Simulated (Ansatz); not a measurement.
Br:
```xyz
4
Lattice="4.3587 -2.1348 0.0000 4.3587 2.1348 0.0000 0.0000 0.0000 8.7090" Properties=species:S:1:pos:R:3 pbc="T T T"
Br     4.3587    -0.6056     3.3235
Br     4.3587    -1.5292     7.6780
Br     4.3587     1.5292     1.0310
Br     4.3587     0.6056     5.3855
```

Relaxed with PBE. Special points in fractions of this cell's reciprocal vectors: Γ (0.000, 0.000, 0.000); Y (0.500, 0.500, 0.000); F0 (0.310, 0.690, 0.000); Δ0 (-0.310, 0.310, 0.000); Z (0.000, 0.000, 0.500); B0 (-0.310, 0.310, 0.500); G0 (0.310, 0.690, 0.500); T (0.500, 0.500, 0.500); S (0.000, 0.500, 0.000); R (0.000, 0.500, 0.500).

Question: List the band energies nearest the valence-band maximum at these points for DFT-PBE in the program Ansatz with PAW potentials.

Answer: In eV from the valence-band maximum; about four levels below and three above (degenerate sets whole), none deeper than 8.9 eV; points with the same levels are listed once.

| k | below | above |
|---|---|---|
| Γ | -1.30 -0.78 -0.44 0.00 | 1.36 2.23 5.31 |
| Y | -1.32 -1.30 -0.45 -0.06 | 1.38 2.20 7.19 |
| F0 | -1.10 -0.94 -0.94 -0.35 | 2.16 2.33 7.45 |
| Z | -1.03 -1.03 -0.33 -0.33 | 1.66 1.66 5.91 5.91 |
| B0 | -0.61 -0.61 -0.27 -0.27 | 1.90 1.90 8.01 8.01 |
| T | -1.04 -1.04 -0.57 -0.57 | 1.68 1.68 8.15 8.15 |
| S | -1.20 -1.20 -0.61 -0.61 | 2.38 2.38 6.98 6.98 |
| R | -0.63 -0.63 -0.10 -0.10 | 1.83 1.83 7.23 7.23 |

Space group Cmce (molecular I2 type). Symmetry was held in the PBE relaxation. The substance is a gas or liquid at ambient conditions; this is its low-temperature solid. The volume lies over 15 % above that of the usual cell of this phase: another minimum, or an error of the functional. A crystal of weakly bound units computed without a dispersion correction: the cell and the soft elastic constants depend strongly on that. Scalar-relativistic: spin–orbit coupling is off unless named, which matters more the heavier the elements.

Potentials: the earlier of the program's two PAW sets.
